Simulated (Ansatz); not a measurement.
Input for Ansatz (plane-wave DFT, PAW):

```yaml
crystal:
  lattice:
    - [2.516693018, 0.0, 0.0]
    - [-1.258346509, 2.1795200872, 0.0]
    - [0.0, 0.0, 12.10916332]
  atoms:
    - { symbol: Co, position: [0.33333333, 0.66666667, 0.08888726], spin: 3.0 }
    - { symbol: Co, position: [0.66666667, 0.33333333, 0.58888726], spin: 3.0 }
    - { symbol: Co, position: [0.33333333, 0.66666667, 0.41111274], spin: 3.0 }
    - { symbol: Co, position: [0.66666667, 0.33333333, 0.91111274], spin: 3.0 }
    - { symbol: Co, position: [0.33333333, 0.66666667, 0.75], spin: 3.0 }
    - { symbol: Co, position: [0.66666667, 0.33333333, 0.25], spin: 3.0 }
    - { symbol: H, position: [0.0, 0.0, 0.0] }
    - { symbol: H, position: [0.0, 0.0, 0.5] }
basis:
  ecutwfc: 500
kpoints:
  mp_grid: { grid: [12, 12, 2] }
hamiltonian:
  xc: r2scan
scf:
  occupations: { method: gaussian, width: 0.1 }
  lower_state_search: "off"
output:
  forces: true
  stress: true
  eigenvalues: true
  populations: true
magnetization:
  spin_polarized: true
```

Run as
```bash
ansatz run input.yaml --threads 2 --pin off --max-ram 5120MiB --backend cpu --events-out ev --progress --plain --runs-dir out
```

These are results of DFT r2SCAN, scalar-relativistic, plane waves, PAW in Ansatz, not measurements.

Abridged output:

```
Pseudopotentials: kind: paw
Pseudopotential: Co, paw, valence charge 17, recommended cutoff 500 eV (meta_gga)
Pseudopotential: H, paw, valence charge 1, recommended cutoff 500 eV (meta_gga)
Functional definition: r2SCAN
Crystal: 8 atoms, lattice volume = 66.421 Å³
Basis set: ecut = 500 eV, 1695 PW (Γ), exchange–correlation on 80×80×360 points (64 copies of the dense FFT grid, shifted against one another)
Bands: 74, of which v1, the nominal top of the filled ones, is band 52 counted from 1 (51 counted from 0)
Symmetry: 24 space group operations
Space group: P63/mmc (ITA 194), of the structure as read, at distance tolerance 4.0e-5 Å
Magnetic group: BNS 194.263 (UNI 1493), of the structure as read, at distance tolerance 4.0e-5 Å
k-points: 38 of 288
Initial density: superposition of atomic densities (chi_scale 0.1, normalization cell)
Starting moments: Σ|m| = 18 μB on 6 of 8 sites
Initial wavefunctions: pseudopotential atomic-orbital guess
Functional: x = r2scan, c = r2scan; τ floored in thin density (d = 2e-4 eV/Å³)
SCF iter   1: F=-30819.547534 eV  HF=-30818.438687 eV  |F-HF|=1.11e0  |Δ(HF+E_count)|=         —  Δρ=1.05e-1 (↑1.05e-1 ↓6.48e-2) dr2=1.39e0  dr2_τ=1.44e-1  dr2_m=4.15e0  M=11.898 μB ∫|m|=12.818 μB  β_m=0.88  ethr=1.33e-3  ⟨swp⟩=1.9  Hψ=27238  notcnv=0
Mixer restart at iter 1: flushing history
spin=Collinear: Kerker preconditioning applied to the charge; magnetization (m = ρ↑ − ρ↓) channel mixes plain (no charge-response kernel on spin).
spin-set hold released at iteration 1 (the charge has settled, or the pull on large starting moments outlasts its swing): the magnetisation degrees of freedom join the quasi-Newton model from the next iteration; the mixer history was flushed
SCF iter   2: F=-30820.589227 eV  HF=-30819.993824 eV  |F-HF|=5.95e-1  |Δ(HF+E_count)|=    1.56e0  Δρ=2.76e-2 (↑2.76e-2 ↓2.59e-2) dr2=2.71e-1  dr2_τ=1.62e-2  dr2_m=3.44e-1  M=10.823 μB ∫|m|=12.505 μB  β_m=1.20  ethr=1.33e-3  ⟨swp⟩=2.0  Hψ=8572  notcnv=0  κ⁻¹=1.0e0(r=1)
SCF iter   3: F=-30820.643787 eV  HF=-30820.337404 eV  |F-HF|=3.06e-1  |Δ(HF+E_count)|=   3.44e-1  Δρ=1.31e-2 (↑7.50e-3 ↓1.31e-2) dr2=1.80e-1  dr2_τ=1.79e-3  dr2_m=2.50e-2  M=10.526 μB ∫|m|=12.478 μB  β_m=1.20  ethr=2.60e-4  ⟨swp⟩=2.4  Hψ=10017  notcnv=0  defer=506  κ⁻¹=1.7e-1(r=2)
SCF iter   4: F=-30820.758498 eV  HF=-30820.501351 eV  |F-HF|=2.57e-1  |Δ(HF+E_count)|=   1.64e-1  Δρ=7.33e-3 (↑6.28e-3 ↓7.33e-3) dr2=6.83e-2  dr2_τ=9.90e-4  dr2_m=4.63e-3  M=10.486 μB ∫|m|=12.393 μB  β_m=1.20  ethr=1.73e-4  ⟨swp⟩=1.9  Hψ=6279  notcnv=0  defer=523  κ⁻¹=3.4e-3(r=3)
SCF iter   5: F=-30820.823572 eV  HF=-30820.777856 eV  |F-HF|=4.57e-2  |Δ(HF+E_count)|=   2.77e-1  Δρ=9.46e-3 (↑4.55e-3 ↓9.46e-3) dr2=2.28e-2  dr2_τ=2.14e-4  dr2_m=2.45e-2  M=10.276 μB ∫|m|=12.056 μB  β_m=1.20  ethr=6.56e-5  ⟨swp⟩=2.0  Hψ=10215  notcnv=0  defer=535  κ⁻¹=2.5e-3(r=4)
SCF iter   6: F=-30820.831973 eV  HF=-30820.814232 eV  |F-HF|=1.77e-2  |Δ(HF+E_count)|=   3.64e-2  Δρ=6.63e-3 (↑1.78e-3 ↓6.63e-3) dr2=1.97e-2  dr2_τ=2.02e-4  dr2_m=6.89e-3  M=10.218 μB ∫|m|=11.953 μB  β_m=1.20  ethr=2.20e-5  ⟨swp⟩=2.3  Hψ=7974  notcnv=0  defer=535  κ⁻¹=4.4e-4(r=5)
SCF iter   7: F=-30820.840257 eV  HF=-30820.839391 eV  |F-HF|=8.66e-4  |Δ(HF+E_count)|=   2.52e-2  Δρ=3.00e-3 (↑1.23e-3 ↓3.00e-3) dr2=7.37e-3  dr2_τ=4.25e-5  dr2_m=9.41e-4  M=10.175 μB ∫|m|=11.836 μB  β_m=1.20  ethr=1.90e-5  ⟨swp⟩=2.0  Hψ=8321  notcnv=0  defer=535  κ⁻¹=9.6e-5(r=6)
SCF iter   8: F=-30820.844473 eV  HF=-30820.843427 eV  |F-HF|=1.05e-3  |Δ(HF+E_count)|=   4.04e-3  Δρ=1.10e-3 (↑1.10e-3 ↓1.03e-3) dr2=6.74e-4  dr2_τ=1.66e-5  dr2_m=2.63e-4  M=10.150 μB ∫|m|=11.793 μB  β_m=1.20  ethr=7.09e-6  ⟨swp⟩=2.2  Hψ=8358  notcnv=0  defer=580  κ⁻¹=4.6e-5(r=7)
SCF iter   9: F=-30820.845124 eV  HF=-30820.844266 eV  |F-HF|=8.59e-4  |Δ(HF+E_count)|=   8.38e-4  Δρ=8.64e-4 (↑7.05e-4 ↓8.64e-4) dr2=4.43e-4  dr2_τ=1.32e-5  dr2_m=1.87e-5  M=10.143 μB ∫|m|=11.784 μB  β_m=1.20  ethr=6.48e-7  ⟨swp⟩=2.0  Hψ=7273  notcnv=0  defer=601  κ⁻¹=2.1e-5(r=8)
SCF iter  10: F=-30820.845528 eV  HF=-30820.845240 eV  |F-HF|=2.88e-4  |Δ(HF+E_count)|=   9.74e-4  Δρ=6.86e-4 (↑3.83e-4 ↓6.86e-4) dr2=1.46e-4  dr2_τ=3.32e-6  dr2_m=8.15e-5  M=10.141 μB ∫|m|=11.781 μB  β_m=1.20  ethr=4.26e-7  ⟨swp⟩=2.0  Hψ=9049  notcnv=0  defer=601  κ⁻¹=2.0e-5(r=8)
SCF iter  11: F=-30820.845636 eV  HF=-30820.845603 eV  |F-HF|=3.24e-5  |Δ(HF+E_count)|=   3.63e-4  Δρ=4.58e-4 (↑2.49e-4 ↓4.58e-4) dr2=1.70e-4  dr2_τ=1.84e-6  dr2_m=1.78e-5  M=10.138 μB ∫|m|=11.776 μB  β_m=1.20  ethr=1.41e-7  ⟨swp⟩=2.0  Hψ=9049  notcnv=0  defer=601  κ⁻¹=3.1e-5(r=8)
SCF iter  12: F=-30820.845764 eV  HF=-30820.845763 eV  |F-HF|=8.51e-7  |Δ(HF+E_count)|=   1.60e-4  Δρ=3.14e-4 (↑1.52e-4 ↓3.14e-4) dr2=8.87e-5  dr2_τ=7.09e-7  dr2_m=8.22e-6  M=10.138 μB ∫|m|=11.777 μB  β_m=1.20  ethr=1.41e-7  ⟨swp⟩=2.2  Hψ=6797  notcnv=0  defer=610  κ⁻¹=1.0e-4(r=8)
SCF iter  13: F=-30820.845813 eV  HF=-30820.845824 eV  |F-HF|=1.02e-5  |Δ(HF+E_count)|=   6.01e-5  Δρ=1.50e-4 (↑7.59e-5 ↓1.50e-4) dr2=3.28e-5  dr2_τ=1.34e-7  dr2_m=1.48e-6  M=10.138 μB ∫|m|=11.778 μB  β_m=1.20  ethr=8.53e-8  ⟨swp⟩=2.5  Hψ=7917  notcnv=0  defer=610  κ⁻¹=3.5e-5(r=8)
SCF iter  14: F=-30820.845849 eV  HF=-30820.845844 eV  |F-HF|=4.80e-6  |Δ(HF+E_count)|=   2.07e-5  Δρ=6.76e-5 (↑4.91e-5 ↓6.76e-5) dr2=4.32e-6  dr2_τ=6.60e-8  dr2_m=2.90e-7  M=10.138 μB ∫|m|=11.778 μB  β_m=1.20  ethr=3.16e-8  ⟨swp⟩=1.8  Hψ=6043  notcnv=0  defer=610  κ⁻¹=4.8e-5(r=8)
SCF iter  15: F=-30820.845854 eV  HF=-30820.845857 eV  |F-HF|=2.13e-6  |Δ(HF+E_count)|=   1.23e-5  Δρ=6.80e-5 (↑2.69e-5 ↓6.80e-5) dr2=4.82e-6  dr2_τ=2.49e-8  dr2_m=3.66e-7  M=10.137 μB ∫|m|=11.777 μB  β_m=1.20  ethr=4.16e-9  ⟨swp⟩=2.0  Hψ=8823  notcnv=0  defer=610  κ⁻¹=2.2e-5(r=8)
SCF iter  16: F=-30820.845856 eV  HF=-30820.845857 eV  |F-HF|=1.27e-6  |Δ(HF+E_count)|=   9.27e-7  Δρ=4.46e-5 (↑1.61e-5 ↓4.46e-5) dr2=2.34e-6  dr2_τ=6.79e-9  dr2_m=1.83e-7  M=10.137 μB ∫|m|=11.777 μB  β_m=1.20  ethr=4.16e-9  ⟨swp⟩=1.1  Hψ=4871  notcnv=0  defer=610  κ⁻¹=8.6e-5(r=8)
SCF iter  17: F=-30820.845858 eV  HF=-30820.845858 eV  |F-HF|=2.54e-7  |Δ(HF+E_count)|=   3.66e-7  Δρ=1.59e-5 (↑9.23e-6 ↓1.59e-5) dr2=1.18e-7  dr2_τ=3.12e-9  dr2_m=2.05e-8  M=10.137 μB ∫|m|=11.777 μB  β_m=1.20  ethr=2.25e-9  ⟨swp⟩=1.6  Hψ=5566  notcnv=0  defer=610  κ⁻¹=3.0e-5(r=8)
SCF iter  18: F=-30820.845858 eV  HF=-30820.845858 eV  |F-HF|=3.55e-8  |Δ(HF+E_count)|=   3.84e-7  Δρ=1.83e-5 (↑6.36e-6 ↓1.83e-5) dr2=2.47e-7  dr2_τ=1.84e-9  dr2_m=2.69e-8  M=10.137 μB ∫|m|=11.777 μB  β_m=1.20  ethr=9.62e-11  ⟨swp⟩=9.2  Hψ=26992  notcnv=0  κ⁻¹=3.7e-5(r=8)
SCF iter  19: F=-30820.845858 eV  HF=-30820.845858 eV  |F-HF|=1.70e-8  |Δ(HF+E_count)|=   1.36e-7  Δρ=3.27e-6 (↑2.92e-6 ↓3.27e-6) dr2=8.64e-9  dr2_τ=2.77e-10  dr2_m=4.19e-10  M=10.137 μB ∫|m|=11.776 μB  ethr=9.62e-11  ⟨swp⟩=2.3  Hψ=18318  notcnv=0
SCF 1 converged in 19 iterations: F = -30820.845858 eV  dr2 = 8.64e-9
this state was not tested for a lower state beside it, because the mixer in use, unlike msr1, does not test its closes by its own steps (another_mixer; see scf.mixing.algorithm and scf.lower_state_search)
SCF converged after 19 iterations
Magnetization: 10.1368 μB (57.0684 up, 46.9316 down)
Absolute magnetization: 11.7845 μB (∫|ρ↑−ρ↓|, with the PAW one-centre terms)
Spin contamination: 0.3198 ħ² per cell (⟨S²⟩ above its minimum at these occupations)
Per-site moments (μB) at R_I (Å): [(1.64674755, 0.74590425), (1.64674755, 0.74590425), (1.64674755, 0.74590425), (1.64674755, 0.74590425), (1.99234381, 1.00343681), (1.99234381, 1.00343681), (-0.03078225, 0.74590425), (-0.03078225, 0.74590425)]
Free energy (F): -30820.845858 eV
Harris-Foulkes:  -30820.845858 eV  (|F-HF|=1.70e-8)
Internal energy: -30820.826050 eV  (E = F + TS)
E sigma→0 (E₀):  -30820.835954 eV
Entropy (-TS):   -0.019808 eV (-2.476 meV/atom)
Fermi energy:    19.063824 eV
--- Per-component energies (eV) ---
  E_band       = -1577.310710
  E_kinetic    = 2758.180992
  E_local      = -17035.094736  (includes V_loc(G=0)·N_el)
  E_nonlocal   = 2747.203352
  E_hartree    = 7162.034712
  E_xc         = -966.768726
  E_vxc        = -1409.484814  (∫ρ·V_xc dr)
  E_paw        = -9147.618954  (= ΣΔE_a)
  E_vpaw       = -3051.968302  (= ΣTr[D̂ρ^β])
  E_aug_tail   = -0.000724  (compensation charges beyond the density's cutoff)
  E_vtau       = 89.785778  (kinetic-family band-sum trace: ∫τ·v_τ [+ j·A + Jᵃ·Aᵃ] dr)
  E_ewald      = -16336.990728
  E_core_change = -1.771237  (= ΣΔE_core)
  E_smearing   = -0.019808  (= −TS)
--- Forces (eV/Å), atoms counted from 1 ---
  atom   1  Co     0.00000000     0.00000000    -0.03705765
  atom   2  Co     0.00000000     0.00000000    -0.03705765
  atom   3  Co     0.00000000     0.00000000     0.03705765
  atom   4  Co     0.00000000     0.00000000     0.03705765
  atom   5  Co     0.00000000     0.00000000     0.00000000
  atom   6  Co     0.00000000     0.00000000     0.00000000
  atom   7  H      0.00000000     0.00000000     0.00000000
  atom   8  H      0.00000000     0.00000000     0.00000000
--- Stress (GPa, compression-positive) ---
        4.531289       0.000000       0.000000
        0.000000       4.531289       0.000000
        0.000000       0.000000       4.452599
  P = ⅓ Tr σ = 4.5051 GPa (45.051 kbar)
--- Band table (eV; the first three rows and the last of 76) ---
  k-point 0 ↑: bands = ["-81.4944", "-81.4943", "-81.1802", "-81.1783", "-81.1647", "-81.1629", "-43.3842", "-43.3740", "-43.1484", "-43.1484", "-43.1484", "-43.1484", "-43.0177", "-42.9681", "-42.9056", "-42.8993", "-42.8993", "-42.8973", "-42.8973", "-42.8862", "-42.8862", "-42.8843", "-42.8843", "-42.8661", "6.9424", "7.1690", "10.4953", "11.7350", "12.5013", "13.0105", "14.5144", "15.0178", "15.4005", "15.4005", "15.4170", "15.4170", "15.4849", "15.5052", "15.5052", "15.6125", "15.6125", "15.6271", "15.6729", "15.6729", "15.9015", "15.9015", "16.2271", "16.2323", "16.2323", "16.5932", "16.5932", "16.9092", "16.9092", "17.1732", "17.2715", "17.2715", "17.3081", "17.3081", "17.3765", "17.3 ...
  k-point 1 ↑: bands = ["-81.4943", "-81.4943", "-81.1793", "-81.1793", "-81.1637", "-81.1637", "-43.3792", "-43.3792", "-43.1484", "-43.1484", "-43.1484", "-43.1484", "-42.9970", "-42.9970", "-42.8984", "-42.8984", "-42.8984", "-42.8984", "-42.8852", "-42.8852", "-42.8852", "-42.8852", "-42.8816", "-42.8816", "7.0483", "7.0483", "10.9867", "10.9867", "12.8835", "12.8835", "14.7811", "14.7811", "15.4463", "15.4463", "15.4463", "15.4463", "15.4805", "15.4805", "15.4805", "15.4805", "15.5693", "15.5693", "15.8219", "15.8219", "15.8219", "15.8219", "16.3855", "16.3855", "16.3855", "16.3855", "16.6424", "16.6424", "17.0994", "17.0994", "17.0994", "17.0994", "17.3667", "17.3667", "17.3667", "17.3 ...
  k-point 2 ↑: bands = ["-81.4923", "-81.4922", "-81.1779", "-81.1762", "-81.1629", "-81.1612", "-43.3800", "-43.3711", "-43.1654", "-43.1641", "-43.1521", "-43.1520", "-43.0113", "-42.9703", "-42.9177", "-42.9129", "-42.9033", "-42.9011", "-42.8991", "-42.8979", "-42.8973", "-42.8893", "-42.8873", "-42.8679", "7.1486", "7.3603", "10.7288", "11.9033", "12.7021", "13.1558", "14.4230", "15.0302", "15.3035", "15.3216", "15.3406", "15.3701", "15.4488", "15.4913", "15.5011", "15.6105", "15.6417", "15.6965", "15.7722", "15.8184", "15.8619", "15.9835", "16.0003", "16.0716", "16.1654", "16.3193", "16.5746", "16.6620", "16.8736", "16.9217", "17.2777", "17.3118", "17.4135", "17.4382", "17.6644", "18.5 ...
  k-point 37 ↓: bands = ["-78.3843", "-78.3843", "-78.3843", "-78.3843", "-78.2810", "-78.2810", "-40.3685", "-40.3685", "-40.3440", "-40.3440", "-40.3293", "-40.3293", "-40.3052", "-40.3052", "-40.3022", "-40.3022", "-40.2331", "-40.2331", "-40.1589", "-40.1589", "-40.1128", "-40.1128", "-40.0876", "-40.0876", "11.3667", "11.3667", "15.6465", "15.6465", "15.6602", "15.6602", "15.8208", "15.8208", "15.9295", "15.9295", "16.0357", "16.0357", "16.8155", "16.8155", "17.0920", "17.0920", "17.3105", "17.3105", "18.1349", "18.1349", "18.9263", "18.9263", "19.8528", "19.8528", "20.0704", "20.0704", "20.1048", "20.1048", "20.1702", "20.1702", "22.3838", "22.3838", "24.3192", "24.3192", "24.3512", "2 ...
--- Löwdin populations: 8 sites ---
  site symbol q [e]    m [muB]
     0     Co     16.6785     1.6821
     1     Co     16.6785     1.6821
     2     Co     16.6785     1.6821
     3     Co     16.6785     1.6821
     4     Co     16.7009     1.9754
     5     Co     16.7009     1.9754
     6      H      1.2642    -0.0041
     7      H      1.2642    -0.0041
  spilling = 0.013037 (of n_electrons = 104.000000)
```

The calculation finished and met its thresholds.

It took 46 s on 2 threads of Arm Neoverse V2 (shared host), peak memory 0.76 GiB.

The state reached may not be the lowest one. The k mesh is coarse.